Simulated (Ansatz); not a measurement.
Ga₄Sb₃P as one 8-atom ordering (P-43m) on the zincblende lattice was put through Ansatz (plane waves). Cell and atoms come from a relaxation with r2SCAN.

The cell:
```xyz
8
Lattice="5.9613 0.0000 0.0000 0.0000 5.9613 0.0000 0.0000 0.0000 5.9613" Properties=species:S:1:pos:R:3 pbc="T T T"
P     0.0000    0.0000    0.0000
Ga    4.5528    4.5528    4.5528
Sb    2.9807    2.9807    0.0000
Ga    1.4086    1.4086    4.5528
Sb    2.9807    0.0000    2.9807
Ga    1.4086    4.5528    1.4086
Sb    0.0000    2.9807    2.9807
Ga    4.5528    1.4086    1.4086
```

What the program printed (shortened):
```
scf.n_extra_bands = 6 over 51 filled bands (N_el = 102.0): the run solves 57 bands
Pseudopotential: P, paw, valence charge 5, recommended cutoff 420 eV (normal)
Pseudopotential: Ga, paw, valence charge 13, recommended cutoff 420 eV (normal)
Pseudopotential: Sb, paw, valence charge 15, recommended cutoff 420 eV (normal)
Functional definition: PBE
Crystal: 8 atoms, lattice volume = 211.848 Å³
Basis set: ecut = 420 eV, 4139 PW (Γ)
Symmetry: 24 space group operations
Space group: P-43m (ITA 215)
k-points: 10 of 64 (time reversal used)
preconditioner: auto → Resta (q_TF=auto, 2.415 Å⁻¹)  ε∞=3.8  [σ=0.020 eV  ℏωp=21.6 eV]
NSCF: frozen V_eff on 62 k-points
SCF converged after 7 iterations
Free energy (F): -35342.602182 eV
Internal energy: -35342.600769 eV  (E = F + TS)
E sigma→0 (E₀):  -35342.601475 eV
Entropy (-TS):   -0.001413 eV (-0.177 meV/atom)
Fermi energy:    7.691350 eV
--- Per-component energies (eV) ---
  E_band       = -836.684200
  E_kinetic    = 1154.762756
  E_local      = -13988.198523
  E_nonlocal   = 2820.533741
  E_hartree    = 6448.666464
  E_xc         = -752.371055
  E_vxc        = -580.490496
  E_paw        = -22253.253061
  E_vpaw       = -3140.622069
  E_ewald      = -8772.740682
  E_smearing   = -0.001413
--- Forces (eV/Å), atoms counted from 1 ---
  atom   1  P       0.00000      0.00000      0.00000
  atom   2  Ga      0.03261      0.03261      0.03261
  atom   3  Sb      0.00000      0.00000      0.00000
  atom   4  Ga    -0.03261    -0.03261      0.03261
  atom   5  Sb      0.00000      0.00000      0.00000
  atom   6  Ga    -0.03261      0.03261    -0.03261
  atom   7  Sb      0.00000      0.00000      0.00000
  atom   8  Ga      0.03261    -0.03261    -0.03261
--- Stress (GPa, compression-positive) ---
        2.047374       0.000000       0.000000
        0.000000       2.047374       0.000000
        0.000000       0.000000       2.047374
  P = ⅓ Tr σ = 2.0474 GPa (20.474 kbar)
--- Band table (eV; the first three rows and the last of 10) ---
  k-point 0: bands = […, 5.1786, 5.1786, 5.1786, 7.6755, 7.6755, 7.6755, 7.7675, 8.6614, 8.6614, 8.6614, …]
  k-point 1: bands = […, 4.7763, 5.2541, 5.2541, 5.7773, 7.0237, 7.0237, 8.5902, 9.2876, 9.4665, 9.6791, …]
  k-point 2: bands = […, 4.4621, 4.5799, 5.6572, 5.6572, 6.2876, 6.2876, 8.8281, 9.2220, 10.3260, 10.4964, …]
  k-point 9: bands = […, 5.8546, 6.7062, 6.7062, 6.7062, 6.9827, 6.9827, 7.6442, 8.4287, 8.4287, 8.4287, …]
```

Q: What input produced it? Give the YAML, leaving the band path aside.

A:
```yaml
crystal:
  # lattice and atoms as above
kpoints:
  mp_grid: { grid: [4, 4, 4] }
hamiltonian:
  xc: pbe
scf:
  occupations: { method: fermi_dirac, width: 0.02 }
  n_extra_bands: 6
output:
  forces: true
  stress: true
  eigenvalues: true
```
A single point prints forces and stress when the output block asks for them. Keys that only write grids to files are left aside. This is the file that was run, less any keys that only write grids; thresholds and some counts can't be read off the log exactly.

PBE gives no gap: the lowest nominally empty band dips 0.03 eV below the top of the last filled one (its bottom at R, the top at Γ), so the cell is a metal or semimetal at this level.

Command: `ansatz run input.yaml --threads 4 --pin off --max-ram 6451MiB --backend cpu --events-out ev --progress --plain --runs-dir out`. Wall time 12 s on 4 threads of Arm Neoverse V2, on a shared host, load about 0.4 per core; peak host memory 0.84 GiB.

No spin polarisation. The prototype was imposed, so other structures may be more stable.

Spin-orbit coupling is left out, which matters wherever the heavy atoms make up the band edges.
